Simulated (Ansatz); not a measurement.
Ga$_{2}$BiAs:
```cif
data_AsBiGa2
_chemical_formula_sum 'Ga2 Bi1 As1'
_space_group_name_H-M_alt 'P-4m2'
_space_group_IT_number 115
_space_group_name_Hall 'P -4 -2'
_cell_length_a 4.22694
_cell_length_b 4.22694
_cell_length_c 6.03236
_cell_angle_alpha 90.000
_cell_angle_beta 90.000
_cell_angle_gamma 90.000
loop_
_atom_site_label
_atom_site_type_symbol
_atom_site_symmetry_multiplicity
_atom_site_Wyckoff_symbol
_atom_site_fract_x
_atom_site_fract_y
_atom_site_fract_z
_atom_site_occupancy
Ga1 Ga 2 g 0.00000 0.50000 0.27497 1
Bi1 Bi 1 a 0.00000 0.00000 0.00000 1
As1 As 1 c 0.50000 0.50000 0.50000 1
```

Relaxed with PBEsol. DFT-PBEsol in the program Ansatz with PAW potentials gives no gap.

Task: What gap does HSE06 give on the same cell (Ansatz, PAW)?

Result: It stays without a gap at the points solved. The hybrid was solved on a coarser mesh and at special points; its gap is the smallest among all of these. On such a mesh it can open a false gap in a semimetal.

| k | v1 PBEsol | c1 PBEsol | v1 HSE06 | c1 HSE06 |
|---|---|---|---|---|
| Γ | 0.00 | 0.00 | 0.00 | 0.00 |
| Z | -1.18 | 0.81 | ? | ? |
| M | -2.46 | 0.48 | ? | ? |
| A | -3.30 | 3.58 | ? | ? |
| R | -0.56 | -0.26 | -0.59 | 0.36 |
| X | -0.69 | 1.23 | ? | ? |

Task: Top valence (v1) and lowest conduction level (c1) in eV from each method's valence maximum (which need not be a listed point): supply the withheld HSE06 values.

Result: 
- X, v1 HSE06: -0.73
- X, c1 HSE06: 1.92
- M, v1 HSE06: -2.66
- M, c1 HSE06: 1.00
- Z, v1 HSE06: -1.25
- Z, c1 HSE06: 1.43
- A, v1 HSE06: -3.52
- A, c1 HSE06: 4.42

Cost on shared cores: the PBEsol run (SCF on a 10×10×7 mesh, then bands and DOS) about 120 core-seconds (a rough figure), the HSE06 run (SCF on 5×5×4, then a few points) around 5 core-minutes (rough); the tasks are unlike.

The workflow started from a Materials Project entry (that database holds measured and hypothetical structures alike); the Crystallography Open Database copy checked does not list it. Whether it is the stable phase at ambient conditions was not checked. The PBEsol relaxation kept the symmetry of its start; of distortions, only those at the zone centre were tested. A small band overlap can be real or an error of a semilocal functional. Scalar-relativistic: spin–orbit coupling is off unless named, which matters more the heavier the elements.

Potentials: the later of the program's two PAW sets.
